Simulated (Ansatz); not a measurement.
The cell is Ga₄SbP₃ as one 8-atom ordering (Cm) on the zincblende lattice; cell and atoms were relaxed with r2SCAN. Space group Cm (No. 8), monoclinic; conventional cell a = 13.173 Å, b = 3.974 Å, c = 6.888 Å, β = 100.0°, 22.19 Å³ an atom. P has 4 Ga at 2.36–2.43 Å; P has 4 Ga at 2.36–2.41 Å; P has 4 Ga at 2.33–2.39 Å; Sb has 4 Ga at 2.56–2.61 Å; Ga has 3 P at 2.41 Å and 1 Sb at 2.61 Å; Ga has 4 P at 2.39–2.43 Å; Ga has 3 P at 2.36–2.38 Å and 1 Sb at 2.58 Å; Ga has 2 P at 2.33–2.36 Å and 2 Sb at 2.56 Å.

```
P Sb Ga
1.0
     6.58648   -1.98714   -0.00067
     6.58648    1.98714   -0.00067
    -1.19823    0.00000    6.78315
P Sb Ga
3 1 4
Direct
  0.00304 0.00304 0.00899
  0.49712 0.49712 0.49281
  0.74926 0.74926 0.24885
  0.25103 0.25103 0.75026
  0.45229 0.45229 0.81746
  0.93361 0.93361 0.31280
  0.18488 0.18488 0.08210
  0.67878 0.67878 0.53673
```

3 runs of the plane-wave code Ansatz on this cell differ in the functional (and in the settings that go with it). Levels are in eV from each run's valence top; v1 is the last filled band, c1 the first empty one.

Run A, mean stress 0.0 GPa (compression positive):
```
point     v5     v3     v1    c1    c2    c3
    Γ  -1.82  -0.55   0.00  0.69  1.41  1.77
    C  -3.67  -2.68  -1.78  1.97  2.15  2.51
   Y₂  -1.66  -1.59  -0.22  1.00  1.09  1.21
```

Run B, mean stress +2.3 GPa (compression positive):
```
point     v5     v3     v1    c1    c2    c3
    Γ  -1.74  -0.53   0.00  0.32  1.04  1.52
    C  -3.55  -2.57  -1.71  1.70  1.89  2.21
   Y₂  -1.59  -1.52  -0.21  0.70  0.78  0.96
```

Run C, mean stress +0.2 GPa (compression positive):
```
point     v5     v3     v1    c1    c2    c3
    Γ  -1.90  -0.54   0.00  1.75  2.49  2.88
    C  -3.87  -2.82  -1.83  3.05  3.24  3.64
   Y₂  -1.72  -1.64  -0.22  2.08  2.15  2.31
```

Question: Match the runs to PBE, r2SCAN, PBE0.

Answer: A is r2SCAN, B is PBE, C is PBE0. In order of the gap: PBE 0.32, r2SCAN 0.69, PBE0 1.75 eV.

Note: simulated data, non-magnetic, for a generated structure that need not be the stable one.

No spin-orbit coupling is included; it can move band edges with weight on the heavy atoms by tenths of an eV.

The stress of a hybrid is loosely converged in these runs.

The meshes of the hybrids are coarse, so their gaps aren't converged to the digits shown.
